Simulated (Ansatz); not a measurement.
## Computed energy against volume: C (diamond)

C (diamond)

```
C
1.0
    0.00000     1.78578     1.78578
    1.78578     0.00000     1.78578
    1.78578     1.78578     0.00000
C
2
Direct
  0.50000   0.50000   0.50000
  0.75000   0.75000   0.75000
```

This relaxed cell (volume V₀) is scaled evenly in all directions, its shape held. Symmetry pins the atoms to their sites.

Method: PBE (plane waves to 420 eV, PAW, scalar-relativistic; Ansatz, a quantum-chemistry and plane-wave program). k mesh 16×16×16 (Γ-centred), Fermi-Dirac smearing 0.05 eV. Energies are smeared free energies. Stress and pressure are positive under compression. C was relaxed with its symmetry unable to fall. ΔE is measured from the relaxed starting cell.

```csv
a (Å),ΔE (meV/atom),P (GPa)
3.4987,30.5,30.0
3.5135,19.1,23.3
3.5282,10.6,17.0
3.5428,4.6,11.0
3.5572,1.1,5.3
3.5716,0.0,0.0
3.5858,1.1,-5.0
3.5999,4.3,-9.8
3.6139,9.4,-14.3
3.6278,16.5,-18.6
3.6416,25.3,-22.6
```

Summary:

```yaml
pressure_at_the_smallest_volume: 30.0 GPa
energy_cost_of_the_largest_compression: 30.5 meV/atom
energy_cost_of_the_largest_expansion: 25.3 meV/atom
Bulk modulus B₀ (third-order Birch-Murnaghan fit): 433 GPa
Pressure derivative B₀′ (fit): 3.7
equilibrium_volume_of_the_fit: 5.70 Å³/atom
Pressure for 5 % compression (fit): 24.4 GPa
```

(A scan under strain: stresses follow from slopes of the energy per volume, elastic moduli from its curvatures.)
